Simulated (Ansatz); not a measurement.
ZrB2:
```cif
data_B2Zr
_chemical_formula_sum 'Zr1 B2'
_space_group_name_H-M_alt 'P6/mmm'
_space_group_IT_number 191
_space_group_name_Hall '-P 6 2'
_cell_length_a 3.17107
_cell_length_b 3.17107
_cell_length_c 3.54225
_cell_angle_alpha 90.000
_cell_angle_beta 90.000
_cell_angle_gamma 120.000
loop_
_atom_site_label
_atom_site_type_symbol
_atom_site_symmetry_multiplicity
_atom_site_Wyckoff_symbol
_atom_site_fract_x
_atom_site_fract_y
_atom_site_fract_z
_atom_site_occupancy
Zr1 Zr 1 a 0.00000 0.00000 0.00000 1
B1 B 2 d 0.33333 0.66667 0.50000 1
```

Relaxed at zero pressure with plane-wave PAW PBE (Ansatz code).

Task: The volume is raised by 6 % and shape and atoms relax at that volume. What pressure results, and how do the axes share the change?

Result: -12.3 GPa; a 1.8 %, b 1.8 %, c 2.3 %; the energy rises by 25 meV/atom.

Task: Give the new structure.

Result: 
Space group P6/mmm (No. 191); a = b = 3.2285 Å, c = 3.6224 Å, α = β = 90.00°, γ = 120.00°

| atom | site | symmetry | x | y | z |
|---|---|---|---|---|---|
| Zr | 1a | 6/mmm | 0.0000 | 0.0000 | 0.0000 |
| B | 2d | -6m2 | 0.3333 | 0.6667 | 0.5000 |

The phase is kept; no other phase was compared at this pressure.

Symmetry was held in the PBE relaxation. No spin polarisation was allowed.

Potentials: the later of the program's two PAW sets.
